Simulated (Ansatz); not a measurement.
**Phases of Cs at 1 GPa**

Structure types of Cs are relaxed in primitive cells with their symmetry kept at 1 GPa, first on PAW files, then by LAPW. The enthalpy is E + pV at zero temperature, without zero-point motion. Only the types listed were tried, and differences under about 5 meV/atom are mesh noise. The real phase may be another.

Level of theory: DFT with PBEsol, scalar-relativistic, in Ansatz 0.2.0; Fermi–Dirac smearing of 0.05 eV, no spin polarisation. LAPW: all electrons, basis error target 0.5 meV/atom; PAW: frozen-core files, cutoff 420 eV.

k meshes: fcc 10×10×10, bcc 10×10×10, hcp 9×9×5, sc 9×9×9, simple hexagonal 10×10×9, diamond 7×7×7.

Spin–orbit coupling is left out, which matters for the heavy atoms. The PAW files were made under PBE.

Question: Which type is lowest in enthalpy, and by how much?

Answer: hcp, 2 meV/atom below bcc, which is within the noise of the k meshes. The whole table:

```csv
start type,ends as,"a, b, c (Å)",V (Å³/atom),"H − H(lowest), LAPW (meV/atom)","same, PAW"
fcc,"fcc, Fm-3m","6.836, 6.836, 6.836",79.88,8.1,8.1
bcc,"bcc, Im-3m","5.423, 5.423, 5.423",79.75,2.1,2.1
hcp,"hcp, P6_3/mmc","4.843, 4.843, 7.892",80.15,0.0,0.0
sc,"sc, Pm-3m","4.294, 4.294, 4.294",79.17,135.4,135.3
simple hexagonal,"simple hexagonal, P6/mmm","4.661, 4.661, 4.330",81.45,79.6,79.5
diamond,"diamond, Fd-3m","8.728, 8.728, 8.728",83.12,431.4,431.2
```
